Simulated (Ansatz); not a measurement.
**NbN (rock salt): energy over volume and axial ratio**

NbN (rock salt)

```cif
data_N4Nb4
_chemical_formula_sum 'N4 Nb4'
_space_group_name_H-M_alt 'Fm-3m'
_space_group_IT_number 225
_space_group_name_Hall '-F 4 2 3'
_cell_length_a 4.42129
_cell_length_b 4.42129
_cell_length_c 4.42129
_cell_angle_alpha 90.000
_cell_angle_beta 90.000
_cell_angle_gamma 90.000
loop_
_atom_site_label
_atom_site_type_symbol
_atom_site_symmetry_multiplicity
_atom_site_Wyckoff_symbol
_atom_site_fract_x
_atom_site_fract_y
_atom_site_fract_z
_atom_site_occupancy
N1 N 4 a 0.00000 0.00000 0.00000 1
Nb1 Nb 4 b 0.50000 0.50000 0.50000 1
```
(The calculation used a cell of 2 atoms; values per cell refer to that cell.)

The relaxed cell is deformed in two ways at once: its volume V is scaled, and at that volume it is stretched along z (the c axis of the conventional cell) so that c/a changes. Fractional atomic positions are held.

Level of theory: PBE (plane waves to 420 eV, PAW, scalar-relativistic; Ansatz, an electronic-structure program). k mesh 18×18×18 (Γ-centred), Fermi-Dirac smearing 0.05 eV. Energies are smeared free energies. Stress and pressure are positive under compression. With partly filled bands, the response to shear is sensitive to the k mesh, so small differences along c/a are uncertain. NbN is run without spin polarisation. NbN was relaxed with its symmetry unable to fall. This is a high-temperature form of NbN. The zero of ΔE is the relaxed starting cell.

ΔE (meV/atom), with V/V₀ across and (c/a)/(c/a)₀ down:

```csv
(c/a)/(c/a)₀ \ V/V₀,0.960,0.980,1.000,1.020,1.040
0.920,121,100,88,85,90
0.960,41,26,20,23,32
1.000,18,4,0,4,15
1.040,38,22,17,19,29
1.080,89,70,60,58,64
```

P (GPa), with V/V₀ across and (c/a)/(c/a)₀ down:

```
(c/a)/(c/a)₀ \ V/V₀  0.960  0.980  1.000  1.020  1.040
-------------------  -----  -----  -----  -----  -----
0.920                 19.6   12.0    5.3   -0.8   -6.3
0.960                 15.1    7.8    1.2   -4.7   -9.9
1.000                 13.7    6.5    0.0   -5.8  -11.0
1.040                 14.9    7.6    1.1   -4.8  -10.1
1.080                 18.4   10.9    4.2   -1.9   -7.3
```

Summary:

```
Quantity                                                                                          Result
-----------------------------------------------------  -------------------------------------------------
Shear modulus C′ = (C11 − C12)/2 (fit, atoms clamped)                                            260 GPa
Lowest place on the grid                                 V/V₀ = 1.000, (c/a)/(c/a)₀ = 1.000 (0 meV/atom)
Highest place on the grid                              V/V₀ = 0.960, (c/a)/(c/a)₀ = 0.920 (121 meV/atom)
```

(Under strain, the slope of the energy per volume gives the stress and its curvature an elastic modulus.)
